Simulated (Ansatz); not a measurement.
Computed properties of Ca2H6Os

Ca2H6Os:
```cif
data_H6Ca2Os
_chemical_formula_sum 'Ca2 H6 Os1'
_space_group_name_H-M_alt 'P 1'
_space_group_IT_number 1
_cell_length_a 5.10019
_cell_length_b 5.10019
_cell_length_c 5.10019
_cell_angle_alpha 60.000
_cell_angle_beta 60.000
_cell_angle_gamma 60.000
loop_
_space_group_symop_operation_xyz
  'x, y, z'
loop_
_atom_site_label
_atom_site_type_symbol
_atom_site_fract_x
_atom_site_fract_y
_atom_site_fract_z
_atom_site_occupancy
Ca1 Ca 0.25000 0.25000 0.25000 1
Ca2 Ca 0.75000 0.75000 0.75000 1
H1 H 0.76251 0.23749 0.23749 1
H2 H 0.23749 0.76251 0.76251 1
H3 H 0.23749 0.76251 0.23749 1
H4 H 0.76251 0.23749 0.76251 1
H5 H 0.23749 0.23749 0.76251 1
H6 H 0.76251 0.76251 0.23749 1
Os1 Os 0.00000 0.00000 0.00000 1
```

Space group Fm-3m (No. 225); conventional cell a = b = c = 7.2128 Å, α = β = γ = 90.00°.

Method: r²SCAN in the plane-wave PAW code Ansatz. The cell and atoms are relaxed at this level. Other levels are named where they apply.

### Cell and energy

```
Property                                                       Value
-----------------------------------------------------  -------------
Volume per atom                                             10.42 Å³
Density                                                   4.89 g/cm³
Formation energy from the elements (no fitted shifts)  -0.71 eV/atom
```

### Electronic structure

```
Quantity                                                                                        Result
--------------------------------------------------------------  --------------------------------------
Band gap                                                         3.10 eV (smallest direct gap 3.11 eV)
Valence-band maximum                                                                              at W
Conduction-band minimum                                                    at X (3 equivalent valleys)
Electron effective mass                                         0.62, 0.78, 0.78 mₑ (principal values)
Electron effective mass with spin–orbit coupling                0.64, 0.82, 0.82 mₑ (principal values)
Weight of the conduction-edge state by species (Voronoi cells)                H 56 %, Os 32 %, Ca 12 %
Weight of the valence-edge state by species (Voronoi cells)                    Os 57 %, H 37 %, Ca 6 %
HSE06 gap on the r²SCAN cell                                                                   4.00 eV
Gap with spin–orbit coupling                                                                   2.94 eV
```

### Mechanics

```
Property                               Value
----------------------------------  --------
Bulk modulus (Birch–Murnaghan fit)  63.2 GPa
Pressure derivative B′                   3.8
```

### Charges

```
Quantity                              Result
-------------  -----------------------------
Bader charges  Ca +1.50, H -0.49, Os -0.08 e
```

The workflow started from a Materials Project entry (that database holds measured and hypothetical structures alike); the Crystallography Open Database copy checked does not list it. Its standing as an ambient phase is unchecked. Symmetry was held in the r²SCAN relaxation; whether a distortion lowers the energy is not shown. The run is not spin-polarised. The references are the lowest solids computed at this level, not always the standard phases (solids in place of the gases). Spin–orbit coupling is left out wherever it is not named.

Potentials: the later of the program's two PAW sets.
